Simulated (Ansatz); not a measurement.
The calculation used Ansatz 0.2.0, DFT PBE, scalar-relativistic, plane waves, PAW. All cells share a 420 eV cutoff and Γ-centred k meshes spaced at most about 0.3 Å⁻¹ (about 0.25 or finer for metals, 2π included). No spin polarisation in the final relaxations.

Temperature and zero-point effects are left out. All come from trial cells, and lower structures may exist.

Problem. Order these relaxed structures of In2PtSe2 by energy, lowest first, with the energy over the lowest of them.
A.

```
In Pt Se
1.0
     4.52963    0.00000    0.00000
     0.00000    4.52963    0.00000
     0.00000    0.00000    5.91418
In Pt Se
2 1 2
Cartesian
  2.2648 0.0000 3.6124
  0.0000 2.2648 3.6124
  0.0000 0.0000 5.1810
  2.2648 0.0000 0.8374
  0.0000 2.2648 0.8374
```

B.

```
In Pt Se
1.0
     3.77631    0.00000    0.00000
    -1.88815    3.27038    0.00000
     0.00000    0.00000    9.94992
In Pt Se
2 1 2
Cartesian
  1.8882 1.0901 3.7217
  0.0000 2.1803 6.2283
  0.0000 0.0000 0.0000
  1.8882 1.0901 8.5972
  0.0000 2.1803 1.3528
```

C.

```
In Pt Se
1.0
    -1.86059    3.94825    4.43574
     1.86059   -3.94825    4.43574
     1.86059    3.94825   -4.43574
In Pt Se
2 1 2
Direct
  0.20504 0.20504 0.00000
  0.79496 0.79496 0.00000
  0.50000 0.00000 0.50000
  0.71503 0.50000 0.21503
  0.28497 0.50000 0.78497
```

D.

```
In Pt Se
1.0
     2.92356   -4.09826    0.00000
     2.92356    4.09826    0.00000
     0.00000    0.00000    5.95391
In Pt Se
2 1 2
Cartesian
  1.4618 2.0491 0.0000
  1.4618 -2.0491 0.0000
  0.0000 0.0000 2.9770
  1.4618 2.0491 2.9770
  1.4618 -2.0491 2.9770
```

Solution. C (0 meV/atom), B (83 meV/atom), A (198 meV/atom), D (397 meV/atom). Forms: C Immm; B P-3m1; A P4mm; D Cmmm. Counting Se atoms around In and Pt (those within 1.25 times the shortest such distance or 1.15 times the sum of covalent radii, 1.27 where that leaves under three; a plus sign parts nearer from farther groups; the shortest distance is added where it exceeds 1.18 times the sum of covalent radii): C has In 2+4 from 3.1 Å, Pt 4; B has In 3 from 3.2 Å, Pt 6; A has In 1+1, Pt 4; D has In 2, Pt 4.

Spin–orbit coupling, which can matter for Pt, is left out. Cells relaxed within their symmetry can be saddle points. Some structure types and database cells were kept out of the candidates from the start, so a known form may be missing.
